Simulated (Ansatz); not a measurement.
**Property card for TaN**

TaN:
```cif
data_N4Ta4
_chemical_formula_sum 'Ta4 N4'
_space_group_name_H-M_alt 'I41md'
_space_group_IT_number 109
_space_group_name_Hall 'I 4bw -2'
_cell_length_a 2.91480
_cell_length_b 2.91480
_cell_length_c 10.28822
_cell_angle_alpha 90.000
_cell_angle_beta 90.000
_cell_angle_gamma 90.000
loop_
_atom_site_label
_atom_site_type_symbol
_atom_site_symmetry_multiplicity
_atom_site_Wyckoff_symbol
_atom_site_fract_x
_atom_site_fract_y
_atom_site_fract_z
_atom_site_occupancy
Ta1 Ta 4 a 0.00000 0.00000 0.74875 1
N1 N 4 a 0.00000 0.00000 0.16725 1
```
(The calculation used a cell of 4 atoms; values per cell refer to that cell.)

Space group I4_1md (No. 109); conventional cell a = b = 2.9148 Å, c = 10.2882 Å, α = β = γ = 90.00°.

Method: PBE (plane waves, PAW; program Ansatz). Geometry: relaxed at this level of theory. Other levels are named where they apply.

Cell and energy:

| Item | Value |
|---|---|
| Volume per atom | 10.93 Å³ |
| Density | 14.81 g/cm³ |
| Formation energy from the elements (no fitted shifts) | -1.09 eV/atom |

Electronic structure:

| Item | Value |
|---|---|
| Band gap | 0.57 eV (indirect) |
| Valence-band maximum | on the M–S line, 68 % of the way from M |
| Conduction-band minimum | on the Γ–X line, 46 % of the way from Γ (4 equivalent valleys) |
| Smallest direct gap on the standard path | 0.87 eV |
| Electron effective mass | 0.28, 0.44, 1.6 mₑ (principal values) |
| Hole effective mass | 0.14, 0.16, 0.32 mₑ (principal values) |

Mechanics:

| Property | Value |
|---|---|
| Bulk modulus (Birch–Murnaghan fit) | 335 GPa |
| Pressure derivative B′ | 4.4 |

The cell is a constructed one: a structure type filled with these elements; neither database checked (COD, Materials Project) lists it. It is not the phase usual at ambient conditions (space group No. 189). The PBE relaxation kept the symmetry of its start; its stability against distortions is not shown here. No spin polarisation was allowed. The references are the lowest solids computed at this level, not always the standard phases (solids in place of the gases). Spin–orbit coupling is left out wherever it is not named.

Potentials: the later of the program's two PAW sets.
